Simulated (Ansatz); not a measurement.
Input:

CsLiWO$_{4}$:
```
CELL_PARAMETERS angstrom
     -2.95008     2.95008     4.07989
      2.95008    -2.95008     4.07989
      2.95008     2.95008    -4.07989
ATOMIC_POSITIONS crystal
  Cs 0.00000 0.00000 0.00000
  Li 0.75000 0.25000 0.50000
  W  0.50000 0.50000 0.00000
  O  0.60931 0.44872 0.30965
  O  0.55128 0.86093 0.16059
  O  0.13907 0.29966 0.69035
  O  0.70034 0.39069 0.83941
```

This is the PBEsol-relaxed structure. Cartesian axes are those of the cell as given.

### Question
All from PBEsol (plane waves, PAW; program Ansatz), unless another level is named. Estimate the formation energy from the elements (no fitted shifts).

### Answer
-2.25 eV/atom.

### Question
And the electron effective mass with spin–orbit coupling?

### Answer
0.56, 0.56, 0.63 mₑ (principal values).

### Question
What about the band gap?

### Answer
4.85 eV (direct).

### Question
What about the hole effective mass, band 2 of 2 at the edge?

### Answer
2.0 along x (mₑ).

### Question
And the HSE06 gap on the PBEsol cell?

### Answer
6.34 eV.

Space group I-4. The first step of the workflow began from a Materials Project structure, measured or hypothetical; the Crystallography Open Database copy checked does not list it. Whether it is the stable phase at ambient conditions was not checked. Symmetry was held in the PBEsol relaxation; whether a distortion lowers the energy is not shown. No spin polarisation was allowed. No Hubbard U is applied. The references are the lowest solids computed at this level, not always the standard phases (solids in place of the gases). Spin–orbit coupling is left out wherever it is not named.

Potentials: the later of the program's two PAW sets.
